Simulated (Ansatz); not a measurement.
## Surface calculation: hcp Co (10-10), 6 layers

The slab is cut from the hcp crystal, the stable phase, as relaxed on PAW files (10.86 Å³/atom), with 16 Å of vacuum and a dipole correction:

```
Co
1.0
     2.49304    0.00000    0.00000
     0.00000    4.03693    0.00000
     0.00000    0.00000   21.03780
Co
6
Direct
  0.75000 0.75000 0.38027
  0.25000 0.25000 0.41448
  0.25000 0.75000 0.48290
  0.75000 0.25000 0.51710
  0.75000 0.75000 0.58552
  0.25000 0.25000 0.61973
```

Level of theory: DFT with PBE, scalar-relativistic, in Ansatz 0.2.0; a Γ-centred 15×9×1 k mesh, Fermi–Dirac smearing of 0.1 eV, spin-polarised from start moments Co1 1.7, Co2 1.7, Co3 1.7, Co4 1.7, Co5 1.7, Co6 1.7 μB. LAPW: all electrons, basis error target 1 meV/atom; PAW: frozen-core files, cutoff 420 eV.

The bulk energy comes from a cell in the slab's orientation on a 15×9×9 mesh. The surface energy is (E(slab) − N·E(bulk))/2A at zero smearing, the mean of both faces; thin slabs carry quantum-size effects.

The magnetic state is the one reached from the start moments; other orders weren't searched.

Q: As cut, the LAPW slab lies 2.933 eV above 6 atoms of bulk. What surface energy is that?

A: Over two faces of 10.06 Å² it is 145.7 meV/Å², and times 16.02 J/m² per eV/Å² that gives γ = 2.334 J/m².

Q: What do relaxation and the other method give, and what work function comes out?

A: 

| method | γ as cut (J/m²) | γ relaxed (J/m²) | Φ as cut (eV) | Φ relaxed (eV) |
| --- | --- | --- | --- | --- |
| LAPW | 2.334 | 2.298 | 4.66 | 4.73 |
| PAW | 2.335 | 2.299 | 4.66 | 4.73 |

Q: How do the spacings between the planes relax?

A: From the bottom face up: d12 -15.3 % of 0.720 Å, d23 +2.2 % of 1.439 Å, d34 -2.9 % of 0.720 Å, d45 +2.2 % of 1.439 Å, d56 -15.3 % of 0.720 Å.

Q: How do the moments vary through the slab?

A: Co1 1.85, Co2 1.73, Co3 1.73, Co4 1.73, Co5 1.73, Co6 1.85 μB in the LAPW spheres; the bulk has Co 1.67 μB.
